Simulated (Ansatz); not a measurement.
# Structure relaxation, Cu

The start is a generated cell, Cu placed in the beta-W structure type. A full variable-cell relaxation at zero pressure is run with r2SCAN (plane waves to 500 eV, PAW, scalar-relativistic; Ansatz, a quantum-chemistry and plane-wave program). First-step values are on the input's coarse k-mesh.

Ansatz input (later rounds restart from its end on a renewed k-mesh):
Ansatz 0.2 input:
```yaml
crystal:
  lattice:
    - [4.578437, 0, 0]
    - [0, 4.578437, 0]
    - [0, 0, 4.578437]
  atoms:
    - { symbol: Cu, position: [0.25, 0, 0.5] }
    - { symbol: Cu, position: [0.75, 0, 0.5] }
    - { symbol: Cu, position: [0, 0.5, 0.25] }
    - { symbol: Cu, position: [0, 0.5, 0.75] }
    - { symbol: Cu, position: [0.5, 0.25, 0] }
    - { symbol: Cu, position: [0.5, 0.75, 0] }
    - { symbol: Cu, position: [0, 0, 0] }
    - { symbol: Cu, position: [0.5, 0.5, 0.5] }
basis: { ecutwfc: 500, ecutrho_ratio: 4, xc_grid: 4, fft_grid_basis: typed }
kpoints: { mp_grid: { grid: [7, 7, 7] } }
hamiltonian:
  xc: r2scan
  dispersion: none
  pseudopotentials: { azcp: { folder: ./paw }, kind: paw }
scf: { occupations: { method: fermi_dirac, width: 0.05 } }
relax: { f_tol: 0.01, max_steps: 100, cell: { stress_tol: 0.02 } }
output: { forces: true, stress: true }
```

Task: What pressure does the first self-consistent step give?

Result: -3.0 GPa (negative: the cell is under tension).

Task: How does the volume per atom move from start to end?

Result: -2.0 %, from 12.00 to 11.75 Å³/atom.

Task: What band gap does the relaxed structure have at this level?

Result: Zero (metallic).

The space group stays Pm-3n (No. 223) (the run could not lower it), with 8 atoms in the primitive cell. Final values are on a 10×10×10 k-mesh of the relaxed cell. No spin polarisation in the result.

The run could not lose the symmetry of its start; a randomly shaken copy of 8 atoms returns to this structure.

All atoms sit on sites fixed by symmetry, so only the cell could relax.

The relaxed structure here is a generated cell of Cu: the first start was made by placing the elements on the sites of a structure type, and the end was not matched to a known phase here, so it may be hypothetical. Known forms of Cu include space group No. 225.
